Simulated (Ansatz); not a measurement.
ZnSe:
```
CELL_PARAMETERS angstrom
      0.00000     2.83300     2.83300
      2.83300     0.00000     2.83300
      2.83300     2.83300     0.00000
ATOMIC_POSITIONS crystal
  Zn 0.00000 0.00000 0.00000
  Se 0.25000 0.25000 0.25000
```

Tensor components refer to the Cartesian frame of this cell.

Question: Give the high-frequency dielectric tensor and the Born effective charge tensors of the independent atoms from DFPT, plane-wave PAW r²SCAN (Ansatz code).

Answer: 
ε∞:
```
6.39  0.00  0.00
0.00  6.39  0.00
0.00  0.00  6.39
```
Z* of atom 1 (Zn), rows: field, columns: displacement, in e:
```
2.05  0.00  0.00
0.00  2.05  0.00
0.00  0.00  2.05
```
Z* of atom 2 (Se), rows: field, columns: displacement, in e:
```
-2.05   0.00   0.00
 0.00  -2.05   0.00
 0.00   0.00  -2.05
```

Static charges for comparison (Bader): Zn1 +0.84, Se2 -0.84 e. Born charges measure polarisation by displacement and can exceed these by far.

Space group F-43m (zinc blende). The r²SCAN relaxation kept the symmetry of its start; phonons on a q-mesh show no instability. Scalar-relativistic: spin–orbit coupling is off unless named, which matters more the heavier the elements.

Potentials: the earlier of the program's two PAW sets.
